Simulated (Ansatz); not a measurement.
**Si3N4: do energies and stresses tell the same story?**

Computed with DFT PBE, scalar-relativistic, plane waves, PAW in Ansatz.

Cutoff 420 eV; k points 6×6×6 on the computed 14-atom cell (Γ-centred); Gaussian smearing, width 0.02 eV; no spin polarisation.

Relaxed cell: Fd-3m, a = 7.789 Å, b = 7.789 Å, c = 7.789 Å, α = 90.00°, β = 90.00°, γ = 90.00°, 14 atoms in the primitive cell. This form isn't the usual stable structure of the compound.

Energies at zero smearing and pressures from the stress tensor, at volumes with shape and atoms relaxed:
```
V (Å³/atom) E − E(first) (meV/atom) P (GPa)
      7.426                     0.00    48.75
      7.680                   -64.78    33.61
      7.933                  -107.36    20.64
      8.186                  -131.00     9.52
      8.439                  -138.31     0.00
      8.692                  -131.74    -8.14
      8.945                  -113.21   -15.11
      9.283                   -72.97   -22.82
```

Problem. Check P = −dE/dV between neighbouring volumes, and get the bulk modulus from the pressures alone.

Solution. With 1 eV/Å³ = 160.2 GPa:
```
middle V (Å³/atom)  −ΔE/ΔV (GPa) mean P (GPa)
             7.553        40.997        41.175
             7.806        26.947        27.120
             8.059        14.959        15.080
             8.313         4.626         4.765
             8.566        -4.156        -4.069
             8.819       -11.729       -11.625
             9.114       -19.100       -18.962
```

The two differ by 0.18 GPa at most. The mean of two end pressures misses the average over a step by about ΔV² P″/12, up to 0.19 GPa here; with that taken off 0.02 GPa remains. Around V = 8.439 Å³/atom, the two neighbours give B = −V ΔP/ΔV = 8.439 × 17.67 / 0.506 = 294.5 GPa, against B0 = 292.7 GPa from the Birch–Murnaghan fit of the energies.